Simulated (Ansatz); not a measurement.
K₂TeCl₆:
```yaml
crystal:
  lattice:
    - [0.00000, 5.15327, 5.15327]
    - [5.15327, 0.00000, 5.15327]
    - [5.15327, 5.15327, 0.00000]
  atoms:
    - { symbol: K, position: [0.75000, 0.75000, 0.75000] }
    - { symbol: K, position: [0.25000, 0.25000, 0.25000] }
    - { symbol: Te, position: [0.00000, 0.00000, 0.00000] }
    - { symbol: Cl, position: [0.24581, 0.24581, 0.75419] }
    - { symbol: Cl, position: [0.75419, 0.75419, 0.24581] }
    - { symbol: Cl, position: [0.75419, 0.24581, 0.24581] }
    - { symbol: Cl, position: [0.24581, 0.75419, 0.75419] }
    - { symbol: Cl, position: [0.24581, 0.75419, 0.24581] }
    - { symbol: Cl, position: [0.75419, 0.24581, 0.75419] }
```

Relaxed with HSE06.

Give the Bader charges and basin volumes of the independent atoms, HSE06 in the plane-wave PAW code Ansatz.



```json
[
 {"atom": "K1", "Bader charge (e)": "+0.91", "Bader volume (Å³)": "24.8"},
 {"atom": "Te3", "Bader charge (e)": "+1.90", "Bader volume (Å³)": "16.3"},
 {"atom": "Cl4", "Bader charge (e)": "-0.62", "Bader volume (Å³)": "34.5"}
]
```

Space group Fm-3m. The workflow started from a Materials Project entry (that database holds measured and hypothetical structures alike); the Crystallography Open Database copy checked does not list it. COD files the formula under space group No. 139. Whether it is the stable phase at ambient conditions was not checked. The cell was relaxed with HSE06 under the symmetry of its start; its stability against distortions is not shown here. Scalar-relativistic: spin–orbit coupling is off unless named, which matters more the heavier the elements.

Potentials: the later of the program's two PAW sets.
